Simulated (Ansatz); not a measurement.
W (bcc (W type), Im-3m) under volume change, plane-wave PAW r²SCAN (Ansatz code), scaled uniformly.

```tsv
V (Å³/atom)	E − E(relaxed) (meV/atom)	P (GPa)
14.472	152.0	36.95
14.949	63.8	22.66
15.426	15.1	10.41
15.903	0.0	0.00
16.380	13.5	-8.81
16.857	51.2	-16.32
17.334	109.6	-22.78
```

### Question
What does a third-order Birch–Murnaghan fit give for V₀, B₀ and B′?

### Answer
V₀ = 15.90 Å³/atom, B₀ = 319 GPa, B′ = 4.3.

Symmetry was held in the r²SCAN relaxation. No spin polarisation was allowed. Scalar-relativistic: spin–orbit coupling is off unless named, which matters more the heavier the elements.

Potentials: the later of the program's two PAW sets.
